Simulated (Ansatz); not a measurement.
BP:
```
BP
1.0
    3.27859     0.00000     0.00000
   -1.63930     2.83935     0.00000
    0.00000     0.00000     6.99604
B P
3 3
Direct
  0.00000   0.50000   0.33333
  0.50000   0.50000   0.66667
  0.50000   0.00000   0.00000
  0.00000   0.50000   0.83333
  0.50000   0.50000   0.16667
  0.50000   0.00000   0.50000
```

Relaxed with PBE. Special points in fractions of this cell's reciprocal vectors: Γ (0.000, 0.000, 0.000); M (0.500, 0.000, 0.000); K (0.333, 0.333, 0.000); A (0.000, 0.000, 0.500); L (0.500, 0.000, 0.500); H (0.333, 0.333, 0.500).

Task: List the band energies nearest the Fermi level at these points for PBE in the plane-wave PAW code Ansatz.

Result: In eV from the Fermi level; about four levels below and three above (degenerate sets whole), none deeper than 8.9 eV; points with the same levels are listed once.

| k | below | above |
|---|---|---|
| Γ | -1.27 -1.27 -0.93 0.00 | 2.36 2.36 3.04 3.04 |
| M | -4.09 -3.31 -2.84 -2.55 | 0.04 0.66 1.01 |
| K | -5.94 -5.94 -3.49 -2.57 -2.57 | 1.38 2.63 2.63 |
| A | -1.36 -1.16 -1.16 -0.74 | 2.10 2.28 2.71 |
| L | -4.00 -3.92 -3.29 -3.13 | 1.90 2.17 2.46 |
| H | -5.93 -5.93 -3.26 -2.90 | 2.97 4.20 4.40 4.40 |

Space group P6_422. The start of the workflow was typed in or built on a structure type; neither database checked (COD, Materials Project) lists it. It is not the phase usual at ambient conditions (space group No. 216). The PBE relaxation kept the symmetry of its start; whether a distortion lowers the energy is not shown. The Fermi level of a semimetal is unsure by some 0.05 eV on such meshes.

Potentials: the earlier of the program's two PAW sets.
